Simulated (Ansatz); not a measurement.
PbSe, in the lowest among the structures calculated here: Fm-3m (No. 225), cF8, rock salt type; a = 6.178 Å, b = 6.178 Å, c = 6.178 Å, α = 90.00°, β = 90.00°, γ = 90.00°; Pb 4a (0.000, 0.000, 0.000); Se 4b (0.500, 0.500, 0.500). All values below come from r2SCAN (plane waves to 500 eV, PAW, scalar-relativistic; Ansatz, a quantum-chemistry and plane-wave program). Element references, the lowest calculated here: Se (P3₁21), Pb (Fm-3m).

**Question.** Estimate the formation energy of this Fm-3m form of PbSe from the elements that r2SCAN returns for this input.

**Answer.** -0.67 eV/atom.

Static energies, no anion corrections, no zero-point energy. Values are rounded to 0.01 eV/atom. Spin-orbit coupling is missing from these energies, which matters for elements this heavy. The compounds carry no spin polarisation.
